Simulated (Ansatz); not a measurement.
**Phonons of LaAl₂Ge₂**

The computed numbers are results of PBEsol, scalar-relativistic (no spin polarisation) in the plane-wave PAW code Ansatz at 420 eV, Gaussian smearing of 0.15 eV. The datasets are Ansatz's generated set soft_2.

```
CELL_PARAMETERS angstrom
4.26976 0.00000 0.00000
-2.13488 3.69772 0.00000
0.00000 0.00000 6.96065
ATOMIC_POSITIONS crystal
La 0.00000 0.00000 0.00000
Al 0.33333 0.66667 0.63815
Al 0.66667 0.33333 0.36185
Ge 0.33333 0.66667 0.26844
Ge 0.66667 0.33333 0.73156
```

The chain of runs began from a cell as deposited in COD, expanded in volume.

Force constants come from finite displacements in a 2×2×1 supercell (the unit cell's 10×10×6 k-mesh, folded to it); the long-range dipole term is not included. Points in reciprocal vectors of this cell: Γ = (0.000, 0.000, 0.000), M = (0.500, 0.000, 0.000), K = (0.333, 0.333, 0.000), A = (0.000, 0.000, 0.500), L = (0.500, 0.000, 0.500), H = (0.333, 0.333, 0.500).

The supercell isn't repeated along every axis, so wave vectors with a part along such an axis can't be had from it and are left out, and thermodynamic sums miss that dispersion.

Question: Is the structure dynamically stable along this path, and where does the spectrum end?

Answer: Yes: no branch is imaginary beyond numerical noise. The highest frequency is 296 cm⁻¹, between Γ and M. Points that don't fit the supercell are interpolated.

Frequencies at the named points (cm⁻¹, imaginary ones negative):
```tsv
point	ω (cm⁻¹)
Γ	0 0 0 100 100 133 133 155 158 258 268 284 284 293 293
M	88 89 98 104 116 130 148 172 186 237 246 274 285 289 295
K	86 86 88 128 137 142 142 178 178 233 233 279 289 289 290
```

Question: What does the harmonic approximation give for the vibrational free energy, entropy and heat capacity?

Answer: Zero-point energy 33.7 meV/atom.
```tsv
T (K)	F_vib (meV/atom)	S (J/K per mole of atoms)	C_V (J/K per mole of atoms)
100	29.7	10.5	14.8
200	11.9	23.2	21.3
300	-17.1	32.3	23.2
400	-54.2	39.1	23.9
500	-97.6	44.4	24.3
600	-146.0	48.9	24.5
700	-198.7	52.7	24.6
800	-255.0	56.0	24.7
900	-314.6	58.9	24.7
1000	-377.0	61.5	24.8
```

The highest mode, 296 cm⁻¹, is worth 430 K. At 300 K the heat capacity has reached 93 % of the classical limit 3R = 24.9 J/K per mole of atoms.

The crystal is a metal or nearly so; low and unstable modes depend on mesh and smearing.

Run time: 96 s on 4 threads of AMD EPYC 9R45 96-Core Processor (Zen 5) (shared host), peak memory 2.7 GiB.

Scalar-relativistic only: spin–orbit splittings of the heavy atoms' levels are missing.
